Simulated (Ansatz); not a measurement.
Cu Kα1 powder pattern (kinematic, no thermal factors).
```csv
2θ (°),relative intensity
19.75,12
29.81,6
30.90,10
32.51,20
36.94,21
40.12,4
43.47,100
44.27,50
45.46,6
48.91,5
50.77,3
51.48,1
54.28,5
60.63,2
61.26,5
61.92,7
64.39,15
65.32,2
68.08,2
69.60,5
70.81,3
72.55,2
73.13,2
74.01,4
76.62,5
78.64,3
79.23,14
80.92,30
82.09,3
86.30,3
```

The pattern is computed from a structure relaxed with DFT PBE, scalar-relativistic, plane waves, PAW in Ansatz. Collinear spin, ending at 13.5 μB a primitive cell. Its elements are Fe, Pt.

Task: Give the structure.

Result: Fe5Pt.
Space group P4/mmm (No. 123). a = 2.891 Å, b = 2.891 Å, c = 8.984 Å, α = 90.00°, β = 90.00°, γ = 90.00°
```json
{"atom": "Fe", "site": "2h", "symmetry": "4mm", "x": "0.5000", "y": "0.5000", "z": "0.1880"}
{"atom": "Fe", "site": "2g", "symmetry": "4mm", "x": "0.0000", "y": "0.0000", "z": "0.3418"}
{"atom": "Fe", "site": "1d", "symmetry": "4/mmm", "x": "0.5000", "y": "0.5000", "z": "0.5000"}
{"atom": "Pt", "site": "1a", "symmetry": "4/mmm", "x": "0.0000", "y": "0.0000", "z": "0.0000"}
```

A pattern alone doesn't exclude other cells with like lines; this is the one computed.

The structure comes from a generated guess; another structure or a mixture of phases may lie lower.
